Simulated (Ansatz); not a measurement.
Zr3N4:
```cif
data_N16Zr12
_chemical_formula_sum 'N16 Zr12'
_space_group_name_H-M_alt 'I-43d'
_space_group_IT_number 220
_space_group_name_Hall 'I -4bd 2c 3'
_cell_length_a 6.70261
_cell_length_b 6.70261
_cell_length_c 6.70261
_cell_angle_alpha 90.000
_cell_angle_beta 90.000
_cell_angle_gamma 90.000
loop_
_atom_site_label
_atom_site_type_symbol
_atom_site_symmetry_multiplicity
_atom_site_Wyckoff_symbol
_atom_site_fract_x
_atom_site_fract_y
_atom_site_fract_z
_atom_site_occupancy
N1 N 16 c 0.07088 0.07088 0.07088 1
Zr1 Zr 12 a 0.00000 0.25000 0.37500 1
```
(The calculation used a cell of 14 atoms; values per cell refer to that cell.)

Relaxed with PBEsol.

Question: Give the optical modes at the zone centre with their infrared activity from DFPT, PBEsol (plane waves, PAW; program Ansatz).

Answer: Transverse frequencies, without the LO–TO term; a row sums one degenerate level.

| ω (cm⁻¹) | degeneracy | IR ((D/Å)²/amu) | activity |
|---|---|---|---|
| 140 | 3 | 0.08 | IR |
| 168 | 2 | 0.00 | IR-inactive |
| 199 | 3 | 0.00 | IR-inactive |
| 266 | 1 | 0.00 | IR-inactive |
| 291 | 3 | 124.52 | IR |
| 299 | 3 | 0.00 | IR-inactive |
| 312 | 1 | 0.00 | IR-inactive |
| 362 | 3 | 362.32 | IR |
| 403 | 3 | 176.89 | IR |
| 404 | 3 | 0.00 | IR-inactive |
| 476 | 3 | 0.00 | IR-inactive |
| 498 | 3 | 1.01 | IR |
| 561 | 1 | 0.00 | IR-inactive |
| 597 | 2 | 0.00 | IR-inactive |
| 641 | 3 | 0.00 | IR-inactive |
| 651 | 2 | 0.00 | IR-inactive |

Question: How high does the top mode go among those that the LO–TO term moves?

Answer: 609 cm⁻¹ for q along x.

The cell was relaxed with PBEsol under the symmetry of its start. The run is not spin-polarised.

Potentials: the later of the program's two PAW sets.
